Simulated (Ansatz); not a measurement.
Ti$_{5}$Si$_{3}$:
```
Ti5Si3
1.0
    7.44610     0.00000     0.00000
   -3.72305     6.44851     0.00000
    0.00000     0.00000     5.10886
Ti Si
10 6
Cartesian
  0.00000   4.29901   0.00000
  3.72305   2.14950   0.00000
  3.72305   2.14950   2.55443
  0.00000   4.29901   2.55443
  1.86546   0.00000   1.27722
  5.58064   0.00000   3.83165
  0.93273   1.61554   3.83165
  2.79032   4.83297   1.27722
 -0.93273   1.61554   1.27722
 -2.79032   4.83297   3.83165
  4.52791   0.00000   1.27722
  2.91819   0.00000   3.83165
  2.26395   3.92128   3.83165
  1.45909   2.52723   1.27722
 -2.26395   3.92128   1.27722
 -1.45909   2.52723   3.83165
```

Relaxed with r²SCAN.

Question: Map the valence electron density (e/Å³), cut off at 0.7 on the plane through (0.251, 0.000, 0.250) spanned by u = [1, 1, 0] and v = [1, -1, 0] in lattice vectors, from the program Ansatz at the r²SCAN level (PAW).

Answer: x is the fraction of u, y of v (the angle between them is 90°; rows are the nearest grid lines); atoms in the plane: Ti at (0.00, 0.00), Ti at (0.50, 0.50), Ti at (0.12, 0.37), Ti at (0.62, 0.87), Ti at (0.00, 0.75), Ti at (0.50, 0.25), Si at (0.18, 0.18), Si at (0.68, 0.68), Si at (0.27, 0.87), Si at (0.77, 0.37).
```
|@@@@@+-::--------::--==+++++==--+@@@@@|
|@@@@=-==+++++==--:::-=+++=--::..:-%@@@|
|++=--=++++++**+=---=%@@@@@@=:.....:-=+|
|.::-=++=:   :=+==-=@@@@@@@@@=.........|
|++=--=++++++**+=---=%@@@@@@=:......:=+|
|@@@@@=---====---:::::---===--:::-@@@@@|
|@@@@@=-::--------::--==+++++==--+@@@@@|
|@@@@=-:::-----=----=+*+-...-+++=-=@@@@|
|----==++++==---::--=+++=:::=+*+=-::::-|
|-=+*+-::-+*+=--::::---==++++==---::---|
|=+**=.  .-++=----=++=----------------=|
|-=++*+==++++==*@@@@@@@@*-::::---------|
|::---===---::-+@@@@@@@@+----====---:::|
|-+@@@@@@*-:.....:-=+==-==+++++**+=----|
|+@@@@@@@@+:........:::-=++=:..-+++=--+|
|+@@@@@@@@+:........:::-=++=:..-+++=--+|
|:--=+++=-:::..:+@@@@@@*=-=++++++==-:::|
|---=++++++=---%@@@@@@@@%-:::-------::-|
|-=++*+==+++===*@@@@@@@@*-::::---------|
|=+**=.  .-++=----+*+=----------------=|
|--=+++++**++=-::::--==+++++**+=--::::-|
|++=----------------=+*+:   :=*+=---=++|
|@@@%=-:::-----=----=+*+-...-+++=-=%@@@|
|@@@@@+-::--------::--==+++++==--+@@@@@|
```
Scale: ten equal steps from 0.037 (start of ' ') to 0.700 (end of '@'), in the order ' .:-=+*#%@'; x runs from 0.000 to 1.00, y from 0.000 (bottom) to 1.00 (top).

The density is the valence pseudo-density with augmentation charge, so density and ELF within about 1 Å of a nucleus are not all-electron values.

Space group P6_3/mcm. The first step of the workflow began from a Materials Project structure, measured or hypothetical; the Crystallography Open Database files this formula in space group No. 193, but the cells were not matched. Its standing as an ambient phase is unchecked. Symmetry was held in the r²SCAN relaxation; its stability against distortions is not shown here. The run is not spin-polarised.

Potentials: the later of the program's two PAW sets.
